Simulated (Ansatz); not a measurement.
**BeH8N2O10 — O-17 NMR of the central transition**

Cell: a structure deposited in the COD, its atoms then relaxed with PBE in this cell.

```cif
data_structure
_symmetry_space_group_name_H-M 'P 1'
_symmetry_Int_Tables_number 1
_cell_length_a 8.8017
_cell_length_b 8.8017
_cell_length_c 8.8017
_cell_angle_alpha 97.246
_cell_angle_beta 97.246
_cell_angle_gamma 138.394
_cell_volume 423.25
loop_
_atom_site_label
_atom_site_type_symbol
_atom_site_fract_x
_atom_site_fract_y
_atom_site_fract_z
_atom_site_occupancy
Be1 Be 0.50000 0.50000 0.00000 1
Be2 Be 0.25000 0.75000 0.50000 1
H3 H 0.37855 0.25418 0.15301 1
H4 H 0.74582 0.89882 0.12437 1
H5 H 0.10118 0.22555 0.84699 1
H6 H 0.77445 0.62145 0.87563 1
H7 H 0.37145 0.02445 0.37563 1
H8 H 0.00418 0.62855 0.65301 1
H9 H 0.64882 0.99582 0.62437 1
H10 H 0.97555 0.35118 0.34699 1
H11 H 0.21504 0.45496 0.46804 1
H12 H 0.54504 0.01308 0.76008 1
H13 H 0.98692 0.74700 0.53196 1
H14 H 0.25300 0.78496 0.23992 1
H15 H 0.53496 0.50300 0.73992 1
H16 H 0.20496 0.46504 0.96804 1
H17 H 0.76308 0.79504 0.26008 1
H18 H 0.49700 0.23692 0.03196 1
N19 N 0.37500 0.31440 0.43940 1
N20 N 0.68560 0.12500 0.06060 1
N21 N 0.87500 0.93560 0.56060 1
N22 N 0.06440 0.62500 0.93940 1
O23 O 0.14216 0.49574 0.42646 1
O24 O 0.50426 0.93072 0.64642 1
O25 O 0.06928 0.71570 0.57354 1
O26 O 0.28430 0.85784 0.35358 1
O27 O 0.60784 0.53430 0.85358 1
O28 O 0.24574 0.39216 0.92646 1
O29 O 0.68072 0.75426 0.14642 1
O30 O 0.46570 0.31928 0.07354 1
O31 O 0.37500 0.42466 0.54966 1
O32 O 0.57534 0.12500 0.95034 1
O33 O 0.87500 0.82534 0.45034 1
O34 O 0.17466 0.62500 0.04966 1
O35 O 0.25164 0.23197 0.29457 1
O36 O 0.76803 0.06261 0.01968 1
O37 O 0.93739 0.95707 0.70543 1
O38 O 0.04293 0.74836 0.98032 1
O39 O 0.49836 0.29293 0.48032 1
O40 O 0.98197 0.50164 0.79457 1
O41 O 0.81261 0.01803 0.51968 1
O42 O 0.70707 0.18739 0.20543 1
```

Atom numbers follow the list; atoms alike are taken as one site, whose name carries the number of the first.

The numbers come from a DFT calculation in Ansatz (PBE, plane waves and PAW, scalar-relativistic, 420 eV cutoff, Γ-centred 4×4×4 k-points, Fermi–Dirac smearing 0.02 eV).

O-17 has I = 5/2 and Q = -25.58 mb (Pyykkö 2018); at 23.5 T its Larmor frequency is ν₀ = 135.7 MHz. Only the quadrupole interaction is simulated: positions count from each site's isotropic chemical shift, and shift anisotropy, dipolar and J coupling are left out.

**Question.** Give C_Q, η, the quadrupolar product P_Q = |C_Q|(1 + η²/3)^½, the second-order isotropic shift and the breadth of the pattern (static powder) for each O site.

**Answer.** 

| site | first shell | C_Q (MHz) | η | P_Q (MHz) | δ_QIS (ppm) | breadth (kHz) |
| --- | --- | --- | --- | --- | --- | --- |
| O23 | 2 H at 0.99–1.00 Å, 1 Be at 1.62 Å | 9.01 | 0.55 | 9.46 | -29.1 | 28.0 |
| O31 | 1 N at 1.28 Å; also 2 H at 1.71 Å | -13.2 | 0.52 | 13.8 | -61.9 | 58.9 |
| O35 | 1 N at 1.25 Å; also 1 H at 1.71 Å | -12.8 | 0.84 | 14.3 | -66.2 | 66.9 |

δ_QIS = −(ν_Q²/30ν₀²)[I(I+1) − 3/4](1 + η²/3) × 10⁶ ppm with ν_Q = 3|C_Q|/[2I(2I−1)]; it falls as 1/B₀² in ppm, and the breadth as 1/B₀ in kHz.

At O23 V_zz stands upright on the plane through its three neighbours (within 4°). At O31 V_zz points along its bond to N (within 1°).

The entry's hydrogen positions were far off; the other atoms hardly move on relaxation.
